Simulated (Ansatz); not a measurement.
AgCl (rock salt, Fm-3m), the program Ansatz at the LDA level (PAW). The conduction-band minimum lies at Γ, with 1 equivalent valley. Second derivatives d²E/dk² of the lowest band at one valley (eV·Å²), along Cartesian directions:

| direction | d²E/dk² |
|---|---|
| [100] | 30.93 |
| [010] | 30.93 |
| [001] | 30.93 |
| [110] | 30.92 |
| [101] | 30.92 |
| [011] | 30.92 |

Question: Find the principal effective masses, the density-of-states mass and the conductivity mass.

Answer: Off-diagonal terms follow from H_xy = H[110] − (H_xx + H_yy)/2, and m*/mₑ = 7.620 eV·Å² over each eigenvalue: 0.25, 0.25, 0.25. One valley's DOS mass (m₁m₂m₃)^(1/3) = 0.25, conductivity mass 3/(Σ 1/mᵢ) = 0.25 mₑ.

Question: What effective density of states Nc follows at 300 K for parabolic valleys?

Answer: Nc = 2.509e19 × 1 × (0.25)^(3/2) ≈ 3.1e18 cm⁻³.

Question: With the computed static dielectric constant 11.6 (mean of the diagonal), estimate a hydrogenic donor's binding energy and radius.

Answer: E = 13.606 eV × 0.25/11.6² ≈ 25 meV; a = 0.529 Å × ε/m* ≈ 25 Å. Semilocal masses tend to be too small where the gap is.

Question: With ε∞ = 5.86 and ω_LO = 182 cm⁻¹, what Fröhlich coupling constant follows?

Answer: α = (1/ε∞ − 1/ε0) √(m* × 13.606 eV/ħω_LO) = 1.0.

The cell was relaxed with LDA under the symmetry of its start; phonons on a q-mesh show no instability. No spin polarisation was allowed. Scalar-relativistic: spin–orbit coupling is off unless named, which matters more the heavier the elements.

Potentials: the later of the program's two PAW sets.
